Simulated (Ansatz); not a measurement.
# Ru vacancy in LaGe3Ru, calculated

Level of theory: PBEsol, no spin polarisation, scalar-relativistic; Ansatz, plane waves to 420 eV (PAW set soft_2), k-mesh 3×3×3.

The relaxed host crystal (no gap at this level of theory):

```cif
data_structure
_symmetry_space_group_name_H-M 'P 1'
_symmetry_Int_Tables_number 1
_cell_length_a 5.9241
_cell_length_b 5.9241
_cell_length_c 5.9241
_cell_angle_alpha 136.470
_cell_angle_beta 136.470
_cell_angle_gamma 63.254
_cell_volume 97.36
loop_
_atom_site_label
_atom_site_type_symbol
_atom_site_fract_x
_atom_site_fract_y
_atom_site_fract_z
_atom_site_occupancy
Ge1 Ge 0.42437 0.42437 0.00000 1
Ge2 Ge 0.25964 0.75964 0.50000 1
Ge3 Ge 0.75964 0.25964 0.50000 1
La1 La 0.99895 0.99895 0.00000 1
Ru1 Ru 0.65839 0.65839 0.00000 1
```

Supercell of 25 atoms, rows of the matrix [[0,-1,-2],[1,-1,1],[-2,0,-1]] times the cell vectors; Ru vacancy at (0.658, 0.658, 0.000) in fractions of the cell above. Atoms are relaxed at the host's cell, from a start shaken by 0.03 Å near the defect. The cell loses 1 of its 5 Ru, so this is a heavily defective crystal.

Question: How does the lattice relax around the defect?

Answer: Distances from the empty Ru site (Å), by shell of the perfect crystal:

| shell | perfect crystal | relaxed, charge 0 |
| --- | --- | --- |
| 1 Ge | 2.36 | 2.28 |
| 4 Ge | 2.42 | 2.29 |

| charge | gap of the cell on the mesh (eV) |
| --- | --- |
| 0 | 0.00 |

Formation energy of the neutral defect: 1.64 eV, taking atoms from and to the elements' standard states (no corrections for gases), so it belongs to those chemical potentials alone.

Caveats: small supercell, so energies and levels can be off by tenths of an eV; one random start near the defect, so other minima are possible.
